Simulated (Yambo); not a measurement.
```xyz
6
Lattice="4.7758 0.0000 0.0000 0.0000 4.7758 0.0000 0.0000 0.0000 7.8002" Properties=species:S:1:pos:R:3 pbc="T T T"
H      2.3879     2.3879     0.0000
H      0.0000     0.0000     0.0000
I      0.0000     2.3879     5.1448
I      2.3879     0.0000     2.6554
Ba     2.3879     0.0000     6.4500
Ba     0.0000     2.3879     1.3502
```

BaHI (space group P4/nmm, No. 129): mean Im ε in 1 eV windows above the direct gap of 4.17 eV, for different electron-hole kernels (Yambo, broadening 0.15 eV, LDA (Quantum ESPRESSO, PseudoDojo norm-conserving, 74 Ry, no spin-orbit coupling) bands; 4×4×4 mesh, 8 valence and 17 conduction bands, static screening with 84 bands and a 3 Ry block, scissor 1.56 eV, Tamm-Dancoff; field along x).

```tsv
window (eV)	independent quasiparticles	BSE
4.2 to 5.2	0.5	6.2
5.2 to 6.2	4.7	7.7
6.2 to 7.2	7.4	5.5
7.2 to 8.2	6.3	4.7
8.2 to 9.2	5.7	2.7
```

This run doesn't resolve bound excitons or single peaks, so only averages are given, and they too depend on the mesh; weight that the attraction moves below the gap isn't listed. All transitions below 9.61 eV are in the band window. The scissor comes from a G0W0 run whose convergence isn't established.

Without spin-orbit coupling, band edges of such heavy elements can be off by tenths of an eV.

Geometry of the Materials Project entry, not relaxed at this level.
